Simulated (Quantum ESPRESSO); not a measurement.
## Si3GaO7F (input and log of a self-consistent run)

Simulated, not a measurement. The program is pw.x of Quantum ESPRESSO 7.5 (plane-wave density functional theory). The cell is made up: 12 atoms on a fluorite lattice, with randomly drawn elements, strain and displacements, not relaxed. PseudoDojo standard norm-conserving files (v0.5 for PBE, v0.4.1 for LDA and PBEsol) set the functional; there is no spin polarisation, spin-orbit coupling or dispersion term, and the masses in the input are unused placeholders.

Input:

```
&control calculation='scf', pseudo_dir='./dojo.nc.sr.pbe.v0_5.standard.upf', outdir='./o', disk_io='low', tprnfor=.true., tstress=.true. /
&system ibrav=0, nat=12, ntyp=4, nbnd=43, ecutwfc=105.61755193, nosym=.true., tot_charge=0,
 occupations='smearing', smearing='fd', degauss=0.0018374661
/
&electrons conv_thr=7.350e-09, electron_maxstep=60, /
ATOMIC_SPECIES
F 1.0 F.upf
Ga 1.0 Ga.upf
O 1.0 O.upf
Si 1.0 Si.upf
CELL_PARAMETERS angstrom
4.6709 0.0 0.0
0.0 4.6709 0.0
0.0 0.0 4.6709
ATOMIC_POSITIONS angstrom
Si -0.0512 0.0095 -0.032
Ga -0.0257 2.3389 2.3439
Si 2.3768 0.0025 2.3275
Si 2.3 2.3048 -0.0293
O 1.1384 1.1794 1.1307
O 1.123 1.2177 3.5022
F 1.1342 3.5251 1.1562
O 1.1686 3.5208 3.4658
O 3.4925 1.1499 1.1225
O 3.4456 1.1666 3.5041
O 3.5175 3.5387 1.184
O 3.549 3.4278 3.4724
K_POINTS automatic
7 7 7 1 1 1
```

The log is shortened where brackets say so; the opening notice, blank lines, dates and the lines on written files are dropped, and the path of the files is cut. It prints rydbergs, bohrs and kilobars, and counts compression as positive stress. With no partly filled state, the Fermi energy that it prints is only some level between the filled and the empty states on the mesh, and need not lie in the true gap.

```
     Program PWSCF v.7.5
     Parallel version (MPI & OpenMP), running on       4 processor cores
     Number of MPI processes:                 4
     Threads/MPI process:                     1
     [start-up lines left out]
     bravais-lattice index     =            0
     lattice parameter (alat)  =       8.8267  a.u.
     unit-cell volume          =     687.6989 (a.u.)^3
     number of atoms/cell      =           12
     number of atomic types    =            4
     number of electrons       =        74.00
     number of Kohn-Sham states=           43
     kinetic-energy cutoff     =     105.6176  Ry
     charge density cutoff     =     422.4702  Ry
     scf convergence threshold =      7.3E-09
     mixing beta               =       0.7000
     number of iterations used =            8  plain     mixing
     Exchange-correlation= PBE
                           (   1   4   3   4   0   0   0)
     [axes and pseudopotential details left out]
   Cartesian axes
     site n.     atom                  positions (alat units)
         1        Si     tau(   1) = (  -0.0109615   0.0020339  -0.0068509  )
         2        Ga     tau(   2) = (  -0.0055022   0.5007386   0.5018091  )
         3        Si     tau(   3) = (   0.5088527   0.0005352   0.4982980  )
         4        Si     tau(   4) = (   0.4924105   0.4934381  -0.0062729  )
         5        O      tau(   5) = (   0.2437218   0.2524995   0.2420733  )
         6        O      tau(   6) = (   0.2404248   0.2606992   0.7497913  )
         7        F      tau(   7) = (   0.2428226   0.7546940   0.2475326  )
         8        O      tau(   8) = (   0.2501873   0.7537734   0.7419983  )
         9        O      tau(   9) = (   0.7477146   0.2461838   0.2403177  )
        10        O      tau(  10) = (   0.7376737   0.2497591   0.7501980  )
        11        O      tau(  11) = (   0.7530669   0.7576056   0.2534843  )
        12        O      tau(  12) = (   0.7598107   0.7338629   0.7434113  )
     number of k points=   172  Fermi-Dirac smearing, width (Ry)=  0.0018
     Number of k-points >= 100: set verbosity='high' to print them.
     Dense  grid:   100737 G-vectors     FFT dimensions: (  60,  60,  60)
     Estimated max dynamical RAM per process >     503.83 MB
     Estimated total dynamical RAM >       1.90 GB
     Initial potential from superposition of free atoms
     starting charge      73.9955, renormalised to      74.0000
     Starting wfcs are   53 randomized atomic wfcs
     total cpu time spent up to now is        8.2 secs
     per-process dynamical memory:   452.0 Mb
     Self-consistent Calculation
     iteration #  1     ecut=   105.62 Ry     beta= 0.70
     Davidson diagonalization with overlap
     ethr =  1.00E-02,  avg # of iterations =  3.2
     total cpu time spent up to now is       26.6 secs
     total energy              =    -457.94768128 Ry
     estimated scf accuracy    <       2.74376730 Ry
     iteration #  2     ecut=   105.62 Ry     beta= 0.70
     Davidson diagonalization with overlap
     ethr =  3.71E-03,  avg # of iterations =  2.2
     total cpu time spent up to now is       44.7 secs
     total energy              =    -458.66752360 Ry
     estimated scf accuracy    <       2.46576253 Ry
     iteration #  3     ecut=   105.62 Ry     beta= 0.70
     Davidson diagonalization with overlap
     ethr =  3.33E-03,  avg # of iterations =  2.0
     total cpu time spent up to now is       60.9 secs
     total energy              =    -459.12889919 Ry
     estimated scf accuracy    <       0.04581751 Ry
     iteration #  4     ecut=   105.62 Ry     beta= 0.70
     Davidson diagonalization with overlap
     ethr =  6.19E-05,  avg # of iterations =  5.0
     total cpu time spent up to now is       81.2 secs
     total energy              =    -459.14417269 Ry
     estimated scf accuracy    <       0.00655038 Ry
     iteration #  5     ecut=   105.62 Ry     beta= 0.70
     Davidson diagonalization with overlap
     c_bands:  1 eigenvalues not converged
     ethr =  8.85E-06,  avg # of iterations =  6.7
     total cpu time spent up to now is      102.2 secs
     total energy              =    -459.14480862 Ry
     estimated scf accuracy    <       0.00293883 Ry
     [iterations 6 to 8 left out]
     iteration #  9     ecut=   105.62 Ry     beta= 0.70
     Davidson diagonalization with overlap
     ethr =  1.99E-08,  avg # of iterations =  2.2
     total cpu time spent up to now is      166.3 secs
     total energy              =    -459.14516446 Ry
     estimated scf accuracy    <       0.00000306 Ry
     iteration # 10     ecut=   105.62 Ry     beta= 0.70
     Davidson diagonalization with overlap
     ethr =  4.14E-09,  avg # of iterations =  1.7
     total cpu time spent up to now is      179.8 secs
     total energy              =    -459.14516437 Ry
     estimated scf accuracy    <       0.00000082 Ry
     iteration # 11     ecut=   105.62 Ry     beta= 0.70
     Davidson diagonalization with overlap
     ethr =  1.11E-09,  avg # of iterations =  2.0
     total cpu time spent up to now is      195.7 secs
     total energy              =    -459.14516450 Ry
     estimated scf accuracy    <       0.00000005 Ry
     iteration # 12     ecut=   105.62 Ry     beta= 0.70
     Davidson diagonalization with overlap
     ethr =  6.19E-11,  avg # of iterations =  3.1
     total cpu time spent up to now is      214.5 secs
     total energy              =    -459.14516452 Ry
     estimated scf accuracy    <       0.00000005 Ry
     iteration # 13     ecut=   105.62 Ry     beta= 0.70
     Davidson diagonalization with overlap
     ethr =  6.19E-11,  avg # of iterations =  2.0
     total cpu time spent up to now is      229.3 secs
     End of self-consistent calculation
     Number of k-points >= 100: set verbosity='high' to print the bands.
     the Fermi energy is    11.6003 ev
!    total energy              =    -459.14516452 Ry
     estimated scf accuracy    <          2.7E-09 Ry
     smearing contrib. (-TS)   =      -0.00000000 Ry
     internal energy E=F+TS    =    -459.14516452 Ry
     The total energy is F=E-TS. E is the sum of the following terms:
     one-electron contribution =    -111.62927085 Ry
     hartree contribution      =     118.70983169 Ry
     xc contribution           =    -121.74527313 Ry
     ewald contribution        =    -344.48045224 Ry
     convergence has been achieved in  13 iterations
     Forces acting on atoms (cartesian axes, Ry/au):
     atom    1 type  4   force =    -0.06909775    0.08632504   -0.06970411
     atom    2 type  2   force =    -0.03476868   -0.07408214    0.02809556
     atom    3 type  4   force =     0.06927437    0.08043367    0.07090269
     atom    4 type  4   force =     0.06795811   -0.09599890   -0.08547731
     atom    5 type  3   force =     0.05369045   -0.03790293   -0.01724232
     atom    6 type  3   force =     0.02399718   -0.04471939    0.03425571
     atom    7 type  1   force =     0.03912908    0.01622425   -0.03737497
     atom    8 type  3   force =     0.07824138    0.06846497    0.05244411
     atom    9 type  3   force =    -0.04291722   -0.01026334   -0.01623686
     atom   10 type  3   force =    -0.05079862   -0.09583340    0.00826784
     atom   11 type  3   force =    -0.07195386    0.02783850   -0.05448422
     atom   12 type  3   force =    -0.06275444    0.07951368    0.08655387
     Total force =     0.357549     Total SCF correction =     0.000042
     Computing stress (Cartesian axis) and pressure
          total   stress  (Ry/bohr**3)                   (kbar)     P=       17.09
   0.00010835  -0.00015395   0.00010653           15.94      -22.65       15.67
  -0.00015395   0.00011261   0.00009264          -22.65       16.57       13.63
   0.00010653   0.00009264   0.00012762           15.67       13.63       18.77
     init_run     :      7.80s CPU      8.17s WALL (       1 calls)
     electrons    :    220.38s CPU    221.05s WALL (       1 calls)
     forces       :      3.66s CPU      3.67s WALL (       1 calls)
     stress       :     12.80s CPU     13.16s WALL (       1 calls)
     [timing details left out]
     PWSCF        :   4m 4.75s CPU   4m 6.22s WALL
     JOB DONE.
```

In other units: free energy -6246.988 eV for the cell, pressure 1.71 GPa, largest force component 2.468 eV/Å. This run is the check on a run of the same cell at a cutoff of 1143 eV and k mesh 5 x 5 x 5: rerunning at a cutoff of 1437 eV and k mesh 7 x 7 x 7 moved values by no more than 0.002 eV in energy, 0.03 GPa in stress and 0.002 eV/Å in force.